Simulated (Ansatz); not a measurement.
SiO2 (rutile)

```
SiO2
1.0
    4.23588     0.00000     0.00000
    0.00000     4.23588     0.00000
    0.00000     0.00000     2.68991
Si O
2 4
Direct
  0.50000   0.50000   0.50000
  0.00000   0.00000   0.00000
  0.80699   0.80699   0.50000
  0.30699   0.69301   0.00000
  0.69301   0.30699   0.00000
  0.19301   0.19301   0.50000
```

In this cell atom 5 (O, nearest neighbour Si at 1.774 Å; its periodic images, 2.7 Å or more away, move with it) is moved by s along Cartesian [110], unit vector (0.707, 0.707, 0.000); all other atoms and the cell stay fixed.

Level of theory: PBE (plane waves to 420 eV, PAW, scalar-relativistic; Ansatz, an electronic-structure program). k mesh 6×6×10 (Γ-centred), Fermi-Dirac smearing 0.05 eV. The energy includes the smearing's −TS. Compression counts positive. F⊥ is the part of the force across the line. SiO2 was relaxed with its symmetry unable to fall. The PAW data are Ansatz's earlier set. The zero of ΔE is the undisplaced structure.

```json
[
 {"s (Å)": "-0.180", "|F⊥| (eV/Å)": "0.018", "P (GPa)": "0.26", "ΔE (meV/cell)": "182.7"},
 {"s (Å)": "-0.144", "|F⊥| (eV/Å)": "0.011", "P (GPa)": "0.16", "ΔE (meV/cell)": "___"},
 {"s (Å)": "-0.108", "|F⊥| (eV/Å)": "0.006", "P (GPa)": "0.09", "ΔE (meV/cell)": "65.5"},
 {"s (Å)": "-0.072", "|F⊥| (eV/Å)": "0.003", "P (GPa)": "0.04", "ΔE (meV/cell)": "___"},
 {"s (Å)": "-0.036", "|F⊥| (eV/Å)": "0.001", "P (GPa)": "0.01", "ΔE (meV/cell)": "7.3"},
 {"s (Å)": "0.000", "|F⊥| (eV/Å)": "0.000", "P (GPa)": "0.00", "ΔE (meV/cell)": "0.0"},
 {"s (Å)": "0.036", "|F⊥| (eV/Å)": "0.001", "P (GPa)": "0.01", "ΔE (meV/cell)": "7.3"},
 {"s (Å)": "0.072", "|F⊥| (eV/Å)": "0.003", "P (GPa)": "0.04", "ΔE (meV/cell)": "___"},
 {"s (Å)": "0.108", "|F⊥| (eV/Å)": "0.006", "P (GPa)": "0.09", "ΔE (meV/cell)": "65.5"},
 {"s (Å)": "0.144", "|F⊥| (eV/Å)": "0.011", "P (GPa)": "0.16", "ΔE (meV/cell)": "___"},
 {"s (Å)": "0.180", "|F⊥| (eV/Å)": "0.018", "P (GPa)": "0.26", "ΔE (meV/cell)": "182.7"}
]
```

Q: Complete the blanks.

A: 
- -0.144, ΔE (meV/cell): 116.6
- -0.072, ΔE (meV/cell): 29.1
- 0.072, ΔE (meV/cell): 29.1
- 0.144, ΔE (meV/cell): 116.6

(For displaced atoms, the force is minus the slope of the energy, and its curvature is a force constant, which sets phonon frequencies.)
